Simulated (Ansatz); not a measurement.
Au (fcc, Cu type)

```
Au
1.0
    0.00000     4.12402     4.12402
    2.06201     2.06201     4.12402
    2.06201     2.06201     0.00000
Au
2
Direct
  0.00000   0.00000   0.00000
  0.50000   0.00000   0.00000
```

A phonon eigenvector at X = (0.5, 0.5, 0.0) is frozen into this cell: atom i moves by Q times the vector below, so Q is the largest atomic displacement, in Å. The cell is held. It is one choice among 2 degenerate patterns. (q is in reciprocal vectors of the primitive cell; the cell shown is doubled to hold the pattern.)

| atom | x | y | z |
|---|---|---|---|
| Au1 | 0.000 | 1.000 | 0.000 |
| Au2 | 0.000 | -1.000 | 0.000 |

The numbers are results of r2SCAN (plane waves to 500 eV, PAW, scalar-relativistic; Ansatz, a first-principles code), not measurements. k mesh 19×19×19 (Γ-centred), Fermi-Dirac smearing 0.05 eV. With partly filled bands, energies and forces of such displacements shift with the k mesh and the smearing. Au was relaxed with its symmetry unable to fall. Spin-orbit coupling is left out, though Au is heavy. The PAW data are Ansatz's earlier set.

At one point of the scan the forces (eV/Å) are:

| atom | Fx | Fy | Fz |
|---|---|---|---|
| Au1 | 0.000 | 1.043 | 0.000 |
| Au2 | 0.000 | -1.043 | 0.000 |

Q: Which point is it?
(A) Q = -0.047 Å
(B) Q = -0.140 Å
(C) Q = -0.187 Å
(D) Q = -0.093 Å

A: C, Q = -0.187 Å

(A displaced cell: forces are minus the slopes of the energy, force constants its curvatures, and phonons follow from these.)
